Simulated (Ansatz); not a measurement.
HfO₂ (tetragonal-ZrO2 type, space group P4_2/nmc)

```
CELL_PARAMETERS angstrom
      3.60443     0.00000     0.00000
      0.00000     3.60443     0.00000
      0.00000     0.00000     5.26427
ATOMIC_POSITIONS crystal
  Hf 0.00000 0.00000 0.00000
  Hf 0.50000 0.50000 0.50000
  O  0.00000 0.50000 0.19324
  O  0.00000 0.50000 0.69324
  O  0.50000 0.00000 0.30676
  O  0.50000 0.00000 0.80676
```

The slice is a (010) plane (indices of the conventional cell) through the point (0.500, 0.000, 0.807) (fractional), spanned by u = [100] and v = [001] in vectors of this cell: u (3.60 Å) and v (5.26 Å, at 90° to u). It covers one period; positions are fractions (u, v).

Level of theory: PBE (plane waves to 420 eV, PAW, scalar-relativistic; Ansatz, a first-principles code). k mesh 9×9×6. These are valence fields of a PAW run, semicore shells included where kept as valence: close to a nucleus they are smooth pseudo fields. HfO2 is run without spin polarisation. HfO2 was relaxed with its symmetry unable to fall. Spin-orbit coupling is left out, though Hf is heavy. This is a high-temperature form of HfO2.

Problem. What is the ELF at the density minimum of the shortest Hf–O line in this plane (2.07 Å)?

Solution. 0.3.

Problem. What is the valence density on the shortest Hf–O line in this plane (2.07 Å), at its minimum between the atoms?

Solution. 0.76 e/Å³.

Problem. Sketch the electrostatic potential energy of an electron, from the cell's mean on this plane as a map.

Solution. 
```
|xxxxxxxxxx==--..        ..--==xxxxxxxx|
|xxxxxxxxxx****++--::::--++****xxxxxxxx|
|xxxxxxxx##%%%%##********##%%%%##xxxxxx|
|xxxxxx%%@@@@@@%%%%####%%%%@@@@@@%%xxxx|
|%%%%%%@@@@@@@@@@@@@@@@@@@@@@@@@@@@%%%%|
|%%%%%%@@@@@@@@@@@@@@@@@@@@@@@@@@@@%%%%|
|%%%%%%%%@@@@@@@@@@@@@@@@@@@@@@@@%%%%%%|
|%%%%%%%%@@@@@@@@@@@@@@@@@@@@@@@@%%%%%%|
|######%%@@@@@@@@@@@@@@@@@@@@@@@@%%####|
|xxxxxx##%%@@@@@@@@@@@@@@@@@@@@%%##xxxx|
|xxxxxxxx%%@@@@@@@@@@@@@@@@@@@@%%xxxxxx|
|xxxxxxxxxx%%@@@@@@@@@@@@@@@@%%xxxxxxxx|
|xxxxxxxxxx%%@@@@%%%%%%%%@@@@%%xxxxxxxx|
|xxxxxxxxxx##%%##********##%%##xxxxxxxx|
|xxxxxxxxxx****++==----==++****xxxxxxxx|
|xxxxxxxxxx++==::        ::==++xxxxxxxx|
|xxxxxxxx==--                --==xxxxxx|
|xxxxxx++--        xxxx        --++xxxx|
|%%##**==      xxxxxxxxxxxx      ==**##|
|%%%%**::    xxxxxxxxxxxxxxxx    ::**%%|
|%%##++..    xxxxxxxxxxxxxxxx    ..++##|
|%%##==    xxxxxxxxxxxxxxxxxxxx    ==##|
|##**==    xxxxxxxxxxxxxxxxxxxx    ==**|
|xxxxxx    xxxxxxxxxxxxxxxxxxxx    xxxx|
|xxxxxxxx    xxxxxxxxxxxxxxxx    xxxxxx|
|xxxxxxxxxx    xxxxxxxxxxxx    xxxxxxxx|
|xxxxxxxxxx      xxxxxxxx      xxxxxxxx|
|xxxxxxxxxx..                ..xxxxxxxx|
```
Scale: ten equal steps from 2.00 (start of ' ') to 10.22 (end of '@'), in the order ' .:-=+*#%@'. Values: electrostatic potential energy of an electron, from the cell's mean, in eV. The map has 19 points along u (two characters each, u = 0 at the left) and 28 along v (v = 0 in the bottom row). Points within 0.9 Å of a nucleus are blanked (x), as the pseudised field means little there. Values under 2 eV are set to 2. The zero, the cell's mean, hangs on the PAW cores.
